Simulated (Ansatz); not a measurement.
Screening note. All rows share the structure (cubic perovskite) and keep F, K fixed, while the element on the remaining site is varied. Ratios to the reference expose how stiffness follows bond length.

The yardstick is KZnF3.

Where the numbers come from (Ansatz, a plane-wave PAW program): bond length, volume per atom: r²SCAN, relaxed cell; bulk modulus, shear modulus: r²SCAN, elastic tensor, Hill average; gap: r²SCAN.

Whether these are the forms stable at ambient conditions was not checked: KMnF3 (cubic perovskite). No claim is made that these are known or stable phases: KCaF3 (cubic perovskite). Magnetic states: KMnF3 (cubic perovskite) antiferromagnetic, the lowest of the collinear orders tried. No Hubbard U is applied to KMnF3 (cubic perovskite); semilocal functionals delocalise d and f states too much, which shrinks gaps and can make false metals. Spin–orbit coupling is left out unless named.

The figures follow from the printed values by these rules: ln(d/d_ref), a natural logarithm; ln(K/K_ref), a natural logarithm; relative value = row/reference.

| crystal | shortest bond (Å) | V (Å³/atom) | K (GPa) | G (GPa) | gap (eV) | ln(d/d_ref) | ln(K/K_ref) | K (relative) |
|---|---|---|---|---|---|---|---|---|
| KMnF3 (cubic perovskite) | 2.088 | 14.56 | 72.1 | 31.4 | 3.31 | 0.032 | −0.160 | 1.23 |
| KMgF3 (cubic perovskite) | 1.990 | 12.62 | 78.1 | 51.4 | 8.30 | −0.016 | −0.080 | 0.92 |
| KCaF3 (cubic perovskite) | 2.208 | 17.22 | 54.8 | 28.0 | 7.14 | 0.088 | −0.434 | 0.65 |
| KZnF3 (cubic perovskite), reference | 2.023 | 13.25 | 84.6 | 39.9 | 4.64 | 0.000 | 0.000 | 1.00 |

Q: Check the column «K (relative)» against the rules: one row is wrong. Find and correct it.

A: The row of KMnF3 (cubic perovskite) shows 1.23. From its own inputs, relative bulk modulus: 72.1/84.6 = 0.85. The other rows agree with the rules.

With the correction: In order of relative bulk modulus, highest first: KZnF3 (1.00 ± 0.050), KMgF3 (0.92 ± 0.046), KMnF3 (cubic perovskite) (0.85 ± 0.043), KCaF3 (cubic perovskite) (0.65 ± 0.032). The ± follows from allowances picked for this note (bulk modulus 5 %), carried to first order and added in quadrature, each row's own inputs moving alone; ≈ joins neighbours closer than their two ± added in quadrature.

Members need not be the stable phase of their formula. Rows are a sample of the computed members of this series, without regard to agreement with measurement. Limits of the draw: no layered crystals, gaps over 0.2 eV where gaps are compared; for moduli and speeds, an anisotropy index under 2.5, no layered crystals. As a rule kept out of such tables: 4f compounds, cells found unstable in the tests at hand, cells close to a higher symmetry, and runs set to a pressure or over 12 % in volume from the crystal's fullest run.
